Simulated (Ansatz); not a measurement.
Given:

SnO:
```
SnO
1.0
    1.65256     0.95410     3.71169
   -1.65256     0.95410     3.71169
    0.00000    -1.90821     3.71169
Sn O
1 1
Direct
  0.21389   0.21389   0.21389
  0.78611   0.78611   0.78611
```

This is the LDA-relaxed structure.

Problem. All from DFT-LDA in the program Ansatz with PAW potentials, unless another level is named. Predict the bulk modulus (Birch–Murnaghan fit).

Solution. 28.9 GPa.

Problem. Predict the highest zone-centre frequency.

Solution. 377 cm⁻¹.

Space group R3m. A made-up cell: these elements were put on the sites of a structure type; neither database checked (COD, Materials Project) lists it. It is not the phase usual at ambient conditions (space group No. 129). Symmetry was held in the LDA relaxation; of distortions, only those at the zone centre were tested. As this level gives no gap, phonon frequencies hold no LO–TO term and depend on the k-mesh and smearing (Fermi–Dirac, 0.1 eV here). Scalar-relativistic: spin–orbit coupling is off unless named, which matters more the heavier the elements.

Potentials: the later of the program's two PAW sets.
